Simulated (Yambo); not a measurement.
A G0W0@PBEsol run in Yambo for CdO2H2 (space group P-3m1, No. 164) (3×3×2 Γ-centred k mesh, bands 9 to 158 and a 7 Ry block in the screening, 158 bands in G with the Bruneval-Gonze terminator, plasmon pole fitted at 27.2 eV) gives these matrix elements, in eV, at the band edges (A → Γ):

```json
[
 {"state": "valence edge", "E0": "0.000", "<Vxc>": "-21.653", "<Σx>": "-27.317", "<Σc(E0)>": "4.426", "Z": "0.794"},
 {"state": "conduction edge", "E0": "1.649", "<Vxc>": "-12.240", "<Σx>": "-8.004", "<Σc(E0)>": "-3.333", "Z": "0.845"}
]
```

Question: Solve the linearised quasiparticle equation for both states, give the gap, and say how exchange and correlation each act on it.

Answer: E = E0 + Z(Σx + Σc − Vxc). Valence: 0.000 + 0.794 × (-27.317 + (4.426) − (-21.653)) = -0.98 eV. Conduction: 1.649 + 0.845 × (-8.004 + (-3.333) − (-12.240)) = 2.41 eV. The gap is 3.40 eV, against 1.65 eV in PBEsol. Replacing Vxc by bare exchange alone would open it by 9.90 eV; correlation takes back 7.76 eV of that, and Z scales what is left. Nearest settings tried, and what they do to the gap: 108 bands in W, 108 bands in G: +88 meV; 6 Ry block (109 vectors against 121): -20 meV. Not varied: mesh. So the settings aren't converged at that level. The k mesh is coarse. The mesh misses a band edge: along a dense path the PBEsol gap is 1.59 eV against 1.65 eV on the mesh. 

Spin-orbit coupling is included.

Geometry relaxed with PBE+D3(BJ); primitive cell a = 3.5433 Å, b = 3.5433 Å, c = 4.5852 Å, α = 90.00°, β = 90.00°, γ = 120.00°.

The structure is a Materials Project entry; no match was found in the copy of COD used, and its stability was not checked.
